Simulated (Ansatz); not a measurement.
Relaxed candidate structures of PbSe:

A. Pm-3m (No. 221), cP2, CsCl type; a = b = c = 3.707 Å, α = β = γ = 90.00°; Pb 1a (0.000, 0.000, 0.000); Se 1b (0.500, 0.500, 0.500)

B. Pm-3m (No. 221), cP6, AFLOW prototype AB_cP6_221_c_d (as in NbO); a = b = c = 5.776 Å, α = β = γ = 90.00°; Pb 3c (0.000, 0.500, 0.500); Se 3d (0.000, 0.000, 0.500)

C. Fm-3m (No. 225), cF8, rock salt type; a = b = c = 6.102 Å, α = β = γ = 90.00°; Se 4a (0.000, 0.000, 0.000); Pb 4b (0.500, 0.500, 0.500)

D. I4₁/amd, origin choice 1 (No. 141), tI8, AFLOW prototype AB_tI8_141_a_b ("40", as in NbP); a = 4.2875 Å, b = 4.2875 Å, c = 11.4247 Å, α = 90.00°, β = 90.00°, γ = 90.00°; Pb 4a (0.000, 0.000, 0.000); Se 4b (0.000, 0.000, 0.500)

Task: Order them by energy per atom (lowest first) at the level PBEsol (plane waves to 420 eV, PAW, scalar-relativistic; Ansatz, a quantum-chemistry and plane-wave program).

Result: C (reference, the lowest among the structures calculated here), A (+0.20 eV/atom), D (+0.29 eV/atom), B (+0.57 eV/atom)

1 run with a doubtful electronic state, a coarser numerical grid, an end not at rest or a source that can't be used is left out. 1 generated cell of layers, chains or molecules, poorly bound without dispersion, is left out. Each run could gain symmetry but not lose that of its start, so entries can be saddle points. From databases, or of a type measured for this composition: Fm-3m, cF8, rock salt type; the others are generated cells (placed on structure types, drawn at random, substituted or restacked) that were not matched to a known phase here. Energies are at zero temperature and pressure, without zero-point motion. Each cell has its own k-point mesh; energy differences are given only to the digits this allows. No spin polarisation in the result. Spin-orbit coupling is missing; with elements this heavy it can move band edges by tenths of an eV or more.
